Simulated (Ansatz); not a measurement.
MgAu (CsCl type, Pm-3m) at seven volumes, r²SCAN (plane waves, PAW; program Ansatz), scaled uniformly. One row is withheld.

| V (Å³/atom) | P (GPa) |
|---|---|
| 15.913 | 10.80 |
| 16.438 | 6.56 |
| 16.962 | 3.00 |
| 17.487 | 0.00 |
| 18.011 | -2.53 |
| 18.536 | -4.66 |
| 19.061 | ? |

Fit the shown pressures and predict the withheld one.

Third-order Birch–Murnaghan: P = (3/2)B₀(x^(7/2) − x^(5/2))[1 + (3/4)(B′ − 4)(x − 1)] with x = (V₀/V)^(2/3). Least squares on the six rows gives V₀ = 17.487 Å³/atom, B₀ = 91.70 GPa, B′ = 4.70. At V = 19.061, x = 0.9442 and P = -6.46 GPa. The run itself gave -6.44 GPa.

The workflow started from an entry of the Crystallography Open Database (COD). Whether it is the stable phase at ambient conditions was not checked. Symmetry was held in the r²SCAN relaxation; its stability against distortions is not shown here. Spin–orbit coupling is left out wherever it is not named.

Potentials: the later of the program's two PAW sets.
